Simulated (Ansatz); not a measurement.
### Question
Name crystals whose computed values (DFT-PBE in the program Ansatz with PAW potentials) fall in these windows: ε∞ 4.7 to 5.8; electron conductivity mass (mₑ) 0.19 to 0.24.

### Answer


| crystal | ε∞ | electron conductivity mass (mₑ) |
|---|---|---|
| CuCl, zinc blende | 5.27 | 0.22 |
Others may fit too.

The cell was relaxed under the symmetry of its start. Rows with no word on spin ran without spin polarisation.

Potentials: the later of the program's two PAW sets.
